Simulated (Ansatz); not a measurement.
**Ca2Ge6P5: reading a single point**

```yaml
crystal:
  lattice:
    - [0.00000, 4.27285, 0.00000]
    - [4.27285, 0.00000, 0.00000]
    - [2.13643, 2.13643, -12.79395]
  atoms:
    - { symbol: Ca, position: [0.35112, 0.35112, 0.29776] }
    - { symbol: Ca, position: [0.64888, 0.64888, 0.70224] }
    - { symbol: Ge, position: [0.05213, 0.55213, 0.89574] }
    - { symbol: Ge, position: [0.55213, 0.05213, 0.89574] }
    - { symbol: Ge, position: [0.94787, 0.44787, 0.10426] }
    - { symbol: Ge, position: [0.44787, 0.94787, 0.10426] }
    - { symbol: Ge, position: [0.75000, 0.25000, 0.50000] }
    - { symbol: Ge, position: [0.25000, 0.75000, 0.50000] }
    - { symbol: P, position: [0.50000, 0.50000, 0.00000] }
    - { symbol: P, position: [0.10411, 0.10411, 0.79178] }
    - { symbol: P, position: [0.89589, 0.89589, 0.20822] }
    - { symbol: P, position: [0.19803, 0.19803, 0.60394] }
    - { symbol: P, position: [0.80197, 0.80197, 0.39606] }
```

The numbers come from plane-wave PAW DFT (Ansatz): r2SCAN, no spin polarisation, 500 eV, 8×8×8 Γ-centred k points, gaussian occupations (width 0.0272 eV). Nothing was relaxed.

Task: Which atom feels the largest force, and which way?

Result: The largest is on Ge6 (and as large on other atoms): 0.59 eV/Å, components (0.00, 0.00, -0.59). It makes 58° with the line to a nearest neighbour, P11 at 2.52 Å.

Task: What does the stress say?

Result: The pressure is 10.3 GPa (compression positive), so with the atoms held at these fractions the cell would first expand.

Task: How is the charge shared?

Result: Bader charges in e: Ca +1.40, Ge +0.12 to +0.17, P -0.82 to -0.54. In the mean Ca gives up most and P takes most.

Task: What is the formation energy?

Result: 0.28 eV an atom against the elements' usual phases (free molecules for gases, crystals otherwise, with no correction for O₂ or N₂), so at this geometry it isn't bound against them. Relaxing would lower it.

Task: Metal or insulator?

Result: It is a metal, with about 6.4 states/eV a cell as the mean within 0.25 eV of the Fermi level, mostly Ge p (43 %) and P p (24 %).

Origin: a known structure type with other elements, at an estimated volume, so it need not be a known compound.
